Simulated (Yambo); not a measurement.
G0W0@PBEsol for MoF6 (space group Im-3m, No. 229) in Yambo. Reference settings: 2×2×2 Γ-centred k mesh, bands 2 to 187 and a 7 Ry block in the screening, 187 bands in G with the Bruneval-Gonze terminator, plasmon pole fitted at 27.2 eV. The PBEsol gap Γ → N on this mesh is 4.31 eV; G0W0 gaps are taken between the same points.

With and without the terminator, as bands are cut:

| bands in G (in W) | gap, terminator (eV) | gap, none (eV) | valence shift, terminator (eV) | valence shift, none (eV) |
|---|---|---|---|---|
| 75 (187) | 8.718 | 9.028 | -1.900 | -1.405 |
| 123 (187) | 8.674 | 8.851 | -1.904 | -1.579 |
| 187 (187) | 8.657 | 8.745 | -1.894 | -1.689 |

Over this range the gap spans 0.061 eV with the terminator and 0.283 eV without, the valence shift 0.010 eV and 0.284 eV. Neither column has reached its limit for certain.

Spin-orbit coupling is not included.

Geometry of the Materials Project entry, not relaxed at this level; primitive cell a = b = c = 5.4860 Å, α = β = γ = 109.47°.

The structure is a Materials Project entry; no match was found in the copy of COD used, and its stability was not checked.

A shift is the quasiparticle energy of the state minus its PBEsol energy.
